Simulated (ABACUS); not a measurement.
**Worked estimates from a calculation on CdS (P6_3mc, 4 atoms in the cell; from Materials Project mp-672)**

```
CdS
1.0
    4.16884     0.00000     0.00000
   -2.08442     3.61032     0.00000
    0.00000     0.00000     6.77962
Cd S
2 2
Direct
  0.66667   0.33333   0.50022
  0.33333   0.66667   0.00022
  0.66667   0.33333   0.87678
  0.33333   0.66667   0.37678
```

All values come from this method and carry its errors: PBE, numerical atomic orbitals DZP (confined pseudo-atomic orbitals with Gaussian additions; energy shift 0.01 Ry), PseudoDojo 0.5 standard norm-conserving PBE (tails mended) pseudopotentials (ABACUS 3.10.1).

Main settings: basis = DZP numerical atomic orbitals, energy shift 0.01 Ry; KPT = MP 5 5 3 0 0 0; basis_type = lcao; dft_functional = PBE; ecutwfc = 100 Ry; smearing_method = gaussian; smearing_sigma = 0.00367493 Ry; potentials = PseudoDojo 0.5 standard norm-conserving PBE (tails mended).

The atom-centred basis is finite, which shifts total energies and pressures against plane waves. The structure comes from a collection of computed structures, made at another level of theory; the collection holds predicted forms beside known ones.

A band-structure run on this density gave a gap of 1.31 eV along the path. From the bottom of the conduction band at Γ toward M, the level moves away from the edge by 0.1795 eV at Δk = 0.0870 Å⁻¹ and by 0.5567 eV at Δk = 0.1740 Å⁻¹. From the top of the valence band at Γ toward M, the level moves away from the edge by 0.0176 eV at Δk = 0.0870 Å⁻¹ and by 0.0689 eV at Δk = 0.1740 Å⁻¹.

Estimate the effective masses, and the wavelength of a photon at the gap.

For a parabola ΔE = ħ²Δk²/(2m*), with ħ²/(2mₑ) = 3.810 eV Å², so m*/mₑ = 3.810 Δk²/ΔE. At the bottom of the conduction band: 3.810 × 0.0870²/0.1795 = 0.16 from the nearer point and 0.21 from the farther. At the top of the valence band: 3.810 × 0.0870²/0.0176 = 1.64 from the nearer point and 1.67 from the farther. Where the two differ the band is not parabolic over this range, and the mass at the edge lies beyond the nearer value. These are masses along one direction, for the outermost band, at this level of theory and without spin-orbit coupling. The gap corresponds to λ = 1239.8 nm eV/1.31 eV = 946 nm; semi-local functionals usually give gaps below the measured ones.

The atomic orbitals were generated for these runs; they are not ABACUS's published sets and were checked against plane waves on a few crystals only.

“Tails mended”: in these copies of the files the far tail of each local potential was reset to the Coulomb form.
